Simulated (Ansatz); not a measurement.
Ti:
```cif
data_Ti2
_chemical_formula_sum 'Ti2'
_space_group_name_H-M_alt 'P 1'
_space_group_IT_number 1
_cell_length_a 2.93900
_cell_length_b 2.93900
_cell_length_c 4.64816
_cell_angle_alpha 90.000
_cell_angle_beta 90.000
_cell_angle_gamma 120.000
loop_
_space_group_symop_operation_xyz
  'x, y, z'
loop_
_atom_site_label
_atom_site_type_symbol
_atom_site_fract_x
_atom_site_fract_y
_atom_site_fract_z
_atom_site_occupancy
Ti1 Ti 0.33333 0.66667 0.25000 1
Ti2 Ti 0.66667 0.33333 0.75000 1
```

Relaxed with PBE.

**Question.** Which orbitals make up the states near the Fermi level in the program Ansatz at the PBE level (PAW)?

**Answer.** Within 0.5 eV of the Fermi level: Ti 3d 91 %. Projections are on Löwdin-orthogonalised atomic valence shells; empty p or d shells of many metals are not among them.

**Question.** Tabulate the density of states.

**Answer.** States/eV per cell of 2 atoms, in 0.25 eV bins, energy from the Fermi level.

```tsv
E (eV)	total	Ti 3d	Ti 4s	Ti 3p
-6.35	0.00	0.00	0.00	0.00
-6.10	0.04	0.00	0.04	0.00
-5.85	0.10	0.00	0.09	0.00
-5.60	0.14	0.00	0.13	0.00
-5.35	0.18	0.00	0.16	0.00
-5.10	0.22	0.00	0.19	0.00
-4.85	0.25	0.01	0.22	0.01
-4.60	0.30	0.01	0.26	0.01
-4.35	0.33	0.02	0.29	0.01
-4.10	0.37	0.03	0.31	0.01
-3.85	0.44	0.06	0.35	0.01
-3.60	0.51	0.09	0.39	0.01
-3.35	0.60	0.14	0.43	0.01
-3.10	0.75	0.24	0.48	0.01
-2.85	1.06	0.48	0.55	0.02
-2.60	1.82	1.15	0.62	0.02
-2.35	1.88	1.31	0.53	0.02
-2.10	2.23	1.74	0.44	0.02
-1.85	2.57	2.18	0.31	0.02
-1.60	2.83	2.54	0.19	0.02
-1.35	2.16	1.95	0.10	0.02
-1.10	2.70	2.43	0.13	0.02
-0.85	3.68	3.24	0.20	0.02
-0.60	3.79	3.37	0.17	0.02
-0.35	1.55	1.41	0.06	0.01
-0.10	1.63	1.46	0.05	0.01
0.15	3.47	3.18	0.11	0.01
0.40	4.37	4.02	0.15	0.01
0.65	4.24	3.83	0.17	0.01
0.90	5.04	4.55	0.21	0.01
1.15	4.66	4.28	0.14	0.01
1.40	2.90	2.69	0.05	0.00
1.65	2.13	2.05	0.02	0.00
1.90	2.13	2.09	0.02	0.00
2.15	2.15	2.11	0.02	0.00
2.40	2.27	2.23	0.02	0.00
2.65	2.63	2.57	0.04	0.00
```

Space group P6_3/mmc (hcp (Mg type)). The PBE relaxation kept the symmetry of its start. The run is not spin-polarised.

Potentials: the earlier of the program's two PAW sets.
